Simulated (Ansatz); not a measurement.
Ba₃PbO (anti-perovskite)

```
Ba3PbO
1.0
   10.69056     0.00000     0.00000
    5.34528     5.34528     0.00000
    0.00000     0.00000     5.34528
Ba Pb O
6 2 2
Direct
  0.25000   0.00000   0.50000
  0.75000   0.00000   0.50000
  0.75000   0.50000   0.50000
  0.25000   0.50000   0.50000
  0.00000   0.50000   0.00000
  0.50000   0.50000   0.00000
  0.00000   0.00000   0.00000
  0.50000   0.00000   0.00000
  0.00000   0.50000   0.50000
  0.50000   0.50000   0.50000
```

The atoms are displaced by Q × the pattern below (from a DFPT mode at M = (0.5, 0.5, 0.0), largest move 1; Q in Å), at fixed cell. (q is in reciprocal vectors of the primitive cell; the cell shown is doubled to hold the pattern.)

```csv
atom,x,y,z
Ba5,0.000,0.000,-0.055
Ba6,0.000,0.000,0.055
O9,0.000,0.000,1.000
O10,0.000,0.000,-1.000
```

Atoms not listed stay in place.

Computed with LDA (plane waves to 420 eV, PAW, scalar-relativistic; Ansatz, an electronic-structure program). k mesh 9×9×9 (Γ-centred), Fermi-Dirac smearing 0.05 eV. Energies are smeared free energies. With partly filled bands, energies and forces of such displacements shift with the k mesh and the smearing. At this level the bands of Ba3PbO touch or barely overlap. Ba3PbO was relaxed with its symmetry unable to fall. Spin-orbit coupling is left out, though Pb is heavy. ΔE is measured from the undisplaced structure. The last digit holds for this mesh only.

| Q (Å) | ΔE (meV/cell) |
|---|---|
| -0.180 | withheld |
| -0.150 | 51.5 |
| -0.120 | 32.2 |
| -0.090 | 17.8 |
| -0.060 | 7.8 |
| -0.030 | 1.9 |
| 0.000 | 0.0 |
| 0.030 | 1.9 |
| 0.060 | 7.8 |
| 0.090 | 17.8 |
| 0.120 | 32.2 |
| 0.150 | 51.5 |
| 0.180 | withheld |

Q: Fit an even polynomial form (powers 2, 4) to the given rows and predict ΔE at Q = 0.180.

A: Least squares on the 11 given rows: ΔE = (2144)·Q² + (6452)·Q⁴, in meV/cell with Q in Å; root-mean-square residual 0.02 meV/cell. At 0.180 the fit gives 76.2 meV/cell; the calculation gives 76.2 meV/cell, the same to the digits shown. The quadratic term alone would give 69.5 meV/cell.

(For displaced atoms, the force is minus the slope of the energy, and its curvature is a force constant, which sets phonon frequencies.)
